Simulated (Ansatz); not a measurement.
La2SiO5:
```
CELL_PARAMETERS angstrom
      9.30599     0.00000     0.00000
      0.00000     7.59365     0.00000
     -2.27013     0.00000     6.64514
ATOMIC_POSITIONS crystal
  La 0.48953 0.87495 0.26708
  La 0.51047 0.12505 0.73292
  La 0.51047 0.37495 0.23292
  La 0.48953 0.62505 0.76708
  La 0.88954 0.34330 0.09464
  La 0.11046 0.65670 0.90536
  La 0.11046 0.84330 0.40536
  La 0.88954 0.15670 0.59464
  Si 0.79905 0.92459 0.04208
  Si 0.20095 0.07541 0.95792
  Si 0.20095 0.42459 0.45792
  Si 0.79905 0.57541 0.54208
  O  0.61199 0.12686 0.45302
  O  0.38801 0.87314 0.54698
  O  0.38801 0.62686 0.04698
  O  0.61199 0.37314 0.95302
  O  0.90882 0.75898 0.05287
  O  0.09118 0.24102 0.94713
  O  0.09118 0.25898 0.44713
  O  0.90882 0.74102 0.55287
  O  0.62075 0.86868 0.99453
  O  0.37925 0.13132 0.00547
  O  0.37925 0.36868 0.50547
  O  0.62075 0.63132 0.49453
  O  0.79154 0.42743 0.36740
  O  0.20846 0.57257 0.63260
  O  0.20846 0.92743 0.13260
  O  0.79154 0.07257 0.86740
  O  0.86577 0.46287 0.75153
  O  0.13423 0.53713 0.24847
  O  0.13423 0.96287 0.74847
  O  0.86577 0.03713 0.25153
```

Relaxed with r²SCAN. Special points in fractions of this cell's reciprocal vectors: Γ (0.000, 0.000, 0.000); Z (0.000, 0.500, 0.000); D (0.000, 0.500, 0.500); B (0.000, 0.000, 0.500); A (-0.500, 0.000, 0.500); E (-0.500, 0.500, 0.500); C2 (-0.500, 0.500, 0.000); Y2 (-0.500, 0.000, 0.000).

Task: List the band energies nearest the valence-band maximum at these points for r²SCAN (plane waves, PAW; program Ansatz).

Result: In eV from the valence-band maximum; about four levels below and three above (degenerate sets whole), none deeper than 8.9 eV; points with the same levels are listed once.

```tsv
k	below	above
Γ	-0.32 -0.30 -0.28 -0.07	5.11 5.14 5.32
Z	-0.34 -0.34 -0.28 -0.28	5.19 5.19 5.31 5.31
D	-0.39 -0.39 -0.22 -0.22	5.14 5.14 5.27 5.27
B	-0.36 -0.36 -0.16 -0.16	5.13 5.13 5.26 5.26
A	-0.26 -0.26 -0.23 -0.23	5.14 5.14 5.31 5.31
E	-0.39 -0.39 -0.15 -0.15	5.18 5.18 5.24 5.24
C2	-0.31 -0.31 -0.21 -0.21	5.19 5.19 5.28 5.28
Y2	-0.32 -0.28 -0.22 0.00	5.16 5.25 5.33
```

Space group P2_1/c. The first step of the workflow began from a Materials Project structure, measured or hypothetical; the Crystallography Open Database copy checked does not list it. Whether it is the stable phase at ambient conditions was not checked. The r²SCAN relaxation kept the symmetry of its start; whether a distortion lowers the energy is not shown. Scalar-relativistic: spin–orbit coupling is off unless named, which matters more the heavier the elements.

Potentials: the later of the program's two PAW sets.
